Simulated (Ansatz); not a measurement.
Each is relaxed and computed with plane-wave PAW r²SCAN (Ansatz code). Which is the only one with a gap?
A. TiGe2, Fddd (Ti on 8b, Ge on 16f)
B. Ti5Si3, P6_3/mcm (Ti on 4d, Ti on 6g, Si on 6g)
C. CoSi2, fluorite or antifluorite type
D. CoLi3Nb3O12Ti, P1 (Pearson symbol aP20)

D, CoLi3Nb3O12Ti, P1 (Pearson symbol aP20). CoLi3Nb3O12Ti: gap 1.48 eV; Ti5Si3: metal; CoSi2: metal; TiGe2: metal. Spin orders computed, not proven ground states: CoLi3Nb3O12Ti, P1 (Pearson symbol aP20) ferromagnetic. Typed or built starts, not in the databases checked: CoLi3Nb3O12Ti, P1 (Pearson symbol aP20). Standing as an ambient phase not checked: Ti5Si3, P6_3/mcm (Ti on 4d, Ti on 6g, Si on 6g); TiGe2, Fddd (Ti on 8b, Ge on 16f). Began spin-polarised and lost the moments: CoSi2, fluorite or antifluorite type. All cells were relaxed under the symmetry of their starts (and spin orders); stability against distortions was not tested throughout. Rows with no word on spin ran without spin polarisation. No Hubbard U is applied. Scalar-relativistic: spin–orbit coupling is off unless named, which matters more the heavier the elements.

Potentials: the later of the program's two PAW sets.
